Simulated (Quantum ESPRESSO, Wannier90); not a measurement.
# Wannier functions of MgO (P6₃/mmc)

Structure: Materials Project mp-1065577, symmetrised, not relaxed again. Not found in the COD (Crystallography Open Database) copy used, which has the formula in other groups; not checked further. Method: PBEsol plane waves in Quantum ESPRESSO 7.5 (PseudoDojo norm-conserving files, 68 Ry, no spin polarisation, no spin-orbit coupling), Bloch states on a 6×6×6 mesh through Γ, Wannier90 4.0.1. Density: 12×12×8 mesh, cold smearing 0.01 Ry.

On the energy scale of pw.x, whose zero is arbitrary, the valence-band maximum lies at 6.02 eV.

Input w.win:

```
num_bands = 8
num_wann = 8
exclude_bands = 1-8,17-34
num_iter = 1000
conv_tol = 1.0e-6
conv_window = 4
write_hr = true
write_u_matrices = true
auto_projections = true
begin unit_cell_cart
ang
    3.4863801527    0.0000000000    0.0000000000
   -1.7431900764    3.0192937795    0.0000000000
    0.0000000000    0.0000000000    4.1780400000
end unit_cell_cart
begin atoms_frac
Mg  -0.3333333333  0.3333333333 -0.2500000000
Mg   0.3333333333 -0.3333333333  0.2500000000
O   -0.3333333333  0.3333333333  0.2500000000
O    0.3333333333 -0.3333333333 -0.2500000000
end atoms_frac
mp_grid = 6 6 6
begin kpoints
0.0000000000 0.0000000000 0.0000000000
0.0000000000 0.0000000000 0.1666666667
0.0000000000 0.0000000000 0.3333333333
... (213 more lines: the 6x6x6 mesh through Gamma)
end kpoints
```

Input of pw2wannier90.x that gives the overlap and projection files (equivalent; here they were cut from one run over all bands):

```
&inputpp
  outdir = './out'
  prefix = 'pwscf'
  seedname = 'w'
  write_amn = .true.
  write_mmn = .true.
  scdm_proj = .true.
  scdm_entanglement = 'isolated'
/
```

Output w.wout (banner and timings cut):

```
                                    ------
                                    SYSTEM
                                    ------

                              Lattice Vectors (Ang)
                    a_1     3.486380   0.000000   0.000000
                    a_2    -1.743190   3.019294   0.000000
                    a_3     0.000000   0.000000   4.178040

                   Unit Cell Volume:      43.97974  (Ang^3)

                        Reciprocal-Space Vectors (Ang^-1)
                    b_1     1.802209   1.040506  -0.000000
                    b_2     0.000000   2.081012   0.000000
                    b_3     0.000000  -0.000000   1.503860

 *----------------------------------------------------------------------------*
 |   Site       Fractional Coordinate          Cartesian Coordinate (Ang)     |
 +----------------------------------------------------------------------------+
 | mg   1  -0.33333   0.33333  -0.25000   |   -1.74319   1.00643  -1.04451    |
 | mg   2   0.33333  -0.33333   0.25000   |    1.74319  -1.00643   1.04451    |
 | o    1  -0.33333   0.33333   0.25000   |   -1.74319   1.00643   1.04451    |
 | o    2   0.33333  -0.33333  -0.25000   |    1.74319  -1.00643  -1.04451    |
 *----------------------------------------------------------------------------*
                                ------------
                                K-POINT GRID
                                ------------

             Grid size =  6 x  6 x  6      Total points =  216

 *---------------------------------- MAIN ------------------------------------*
 |  Number of Wannier Functions               :                 8             |
 |  Number of Objective Wannier Functions     :                 8             |
 |  Number of input Bloch states              :                 8             |
 |  Output verbosity (1=low, 5=high)          :                 1             |
 |  Timing Level (1=low, 5=high)              :                 1             |
 |  Optimisation (0=memory, 3=speed)          :                 3             |
 |  Length Unit                               :               Ang             |
 |  Post-processing setup (write *.nnkp)      :                 F             |
 |  Using Gamma-only branch of algorithms     :                 F             |
 *----------------------------------------------------------------------------*
 *------------------------------- WANNIERISE ---------------------------------*
 |  Total number of iterations                :              1000             |
 |  Number of CG steps before reset           :                 5             |
 |  Trial step length for line search         :             2.000             |
 |  Convergence tolerence                     :         0.100E-05             |
 |  Convergence window                        :                 4             |
 |  Iterations between writing output         :                 1             |
 |  Iterations between backing up to disk     :               100             |
 |  Write r^2_nm to file                      :                 F             |
 |  Write xyz WF centres to file              :                 F             |
 |  Write on-site energies <0n|H|0n> to file  :                 F             |
 |  Use guiding centre to control phases      :                 F             |
 |  Use phases for initial projections        :                 F             |
 *----------------------------------------------------------------------------*
 *-------------------------------- PLOTTING ----------------------------------*
 |  Plotting Hamiltonian in WF basis          :                 T             |
 *----------------------------------------------------------------------------*

       ... (k-mesh section left out)

 Starting a new Wannier90 calculation ...

 Reading overlaps from w.mmn

 Reading projections from w.amn

 *------------------------------- WANNIERISE ---------------------------------*
 +--------------------------------------------------------------------+<-- CONV
 | Iter  Delta Spread     RMS Gradient      Spread (Ang^2)            |<-- CONV
 +--------------------------------------------------------------------+<-- CONV

 ------------------------------------------------------------------------------
 Initial State
  WF centre and spread    1  (  1.813120, -0.652519, -1.011563 )     0.69430391
  WF centre and spread    2  ( -1.409833,  1.103225,  0.976126 )     0.70907898
  WF centre and spread    3  (  1.990150, -1.199243, -0.905185 )     0.72457217
  WF centre and spread    4  ( -1.803759,  0.650866,  1.000144 )     0.69108286
  WF centre and spread    5  (  1.462945, -1.079321, -0.891527 )     0.74534655
  WF centre and spread    6  ( -1.962616,  1.196934,  0.864310 )     0.72294593
  WF centre and spread    7  (  1.706688, -1.093741, -1.371911 )     0.71662038
  WF centre and spread    8  ( -1.795639,  1.073848,  1.339725 )     0.75825716
  Sum of centres and spreads (  0.001056,  0.000049,  0.000117 )     5.76220795

      0     0.576E+01     0.0000000000        5.7622079316  <-- CONV
        O_D=      0.0099159 O_OD=      1.1004773 O_TOT=      5.7622079 <-- SPRD
 ------------------------------------------------------------------------------
      1    -0.602E-01     0.1273173635        5.7019952595  <-- CONV
        O_D=      0.0041784 O_OD=      1.0460020 O_TOT=      5.7019953 <-- SPRD
      2    -0.170E-01     0.1025437244        5.6849875964  <-- CONV
        O_D=      0.0022978 O_OD=      1.0308750 O_TOT=      5.6849876 <-- SPRD
      3    -0.553E-02     0.0683591275        5.6794577730  <-- CONV
        O_D=      0.0012142 O_OD=      1.0264287 O_TOT=      5.6794578 <-- SPRD
      4    -0.142E-02     0.0357768807        5.6780382495  <-- CONV
        O_D=      0.0009914 O_OD=      1.0252321 O_TOT=      5.6780382 <-- SPRD
      5    -0.461E-03     0.0185833783        5.6775776912  <-- CONV
        O_D=      0.0009432 O_OD=      1.0248196 O_TOT=      5.6775777 <-- SPRD
       ... (lines left out)
    100    -0.599E-04     0.0084981735        5.6673665311  <-- CONV
        O_D=      0.0008624 O_OD=      1.0146893 O_TOT=      5.6673665 <-- SPRD
       ... (lines left out)
    200    -0.128E-04     0.0029577498        5.6639753734  <-- CONV
        O_D=      0.0008243 O_OD=      1.0113363 O_TOT=      5.6639754 <-- SPRD
       ... (lines left out)
    300    -0.248E-04     0.0032553696        5.6594464813  <-- CONV
        O_D=      0.0007951 O_OD=      1.0068366 O_TOT=      5.6594465 <-- SPRD
       ... (lines left out)
    400    -0.114E-03     0.0116287881        5.6540870807  <-- CONV
        O_D=      0.0007719 O_OD=      1.0015003 O_TOT=      5.6540871 <-- SPRD
       ... (lines left out)
    500    -0.118E-04     0.0028797209        5.6495227646  <-- CONV
        O_D=      0.0007369 O_OD=      0.9969710 O_TOT=      5.6495228 <-- SPRD
       ... (lines left out)
    600    -0.133E-04     0.0023533402        5.6462871393  <-- CONV
        O_D=      0.0007203 O_OD=      0.9937520 O_TOT=      5.6462871 <-- SPRD
       ... (lines left out)
    700    -0.350E-04     0.0063994606        5.6441415821  <-- CONV
        O_D=      0.0007158 O_OD=      0.9916110 O_TOT=      5.6441416 <-- SPRD
       ... (lines left out)
    800    -0.259E-05     0.0013468986        5.6429630014  <-- CONV
        O_D=      0.0007065 O_OD=      0.9904417 O_TOT=      5.6429630 <-- SPRD
       ... (lines left out)
    900    -0.245E-05     0.0010047796        5.6423159731  <-- CONV
        O_D=      0.0007050 O_OD=      0.9897962 O_TOT=      5.6423160 <-- SPRD
       ... (lines left out)
    969    -0.759E-06     0.0006509989        5.6420289525  <-- CONV
        O_D=      0.0007049 O_OD=      0.9895092 O_TOT=      5.6420290 <-- SPRD
    970    -0.754E-06     0.0008529849        5.6420281989  <-- CONV
        O_D=      0.0007048 O_OD=      0.9895086 O_TOT=      5.6420282 <-- SPRD
    971    -0.960E-06     0.0006489824        5.6420272387  <-- CONV
        O_D=      0.0007047 O_OD=      0.9895077 O_TOT=      5.6420272 <-- SPRD
             <<<     Delta < 1.000E-06  over  4 iterations     >>>
             <<< Wannierisation convergence criteria satisfied >>>
 Final State
  WF centre and spread    1  (  2.025802, -0.808464, -0.973246 )     0.71131045
  WF centre and spread    2  ( -1.442052,  0.840839,  0.966010 )     0.71087717
  WF centre and spread    3  (  1.776645, -1.320408, -0.889329 )     0.70764643
  WF centre and spread    4  ( -2.016579,  0.801365,  0.959897 )     0.71112851
  WF centre and spread    5  (  1.452927, -0.845870, -0.925761 )     0.70932146
  WF centre and spread    6  ( -1.762305,  1.308544,  0.865302 )     0.70606417
  WF centre and spread    7  (  1.717757, -1.050252, -1.391283 )     0.69269182
  WF centre and spread    8  ( -1.751698,  1.073829,  1.388316 )     0.69298724
  Sum of centres and spreads (  0.000498, -0.000417, -0.000095 )     5.64202726

         Spreads (Ang^2)       Omega I      =     4.651814812
        ================       Omega D      =     0.000704690
                               Omega OD     =     0.989507736
    Final Spread (Ang^2)       Omega Total  =     5.642027239
```
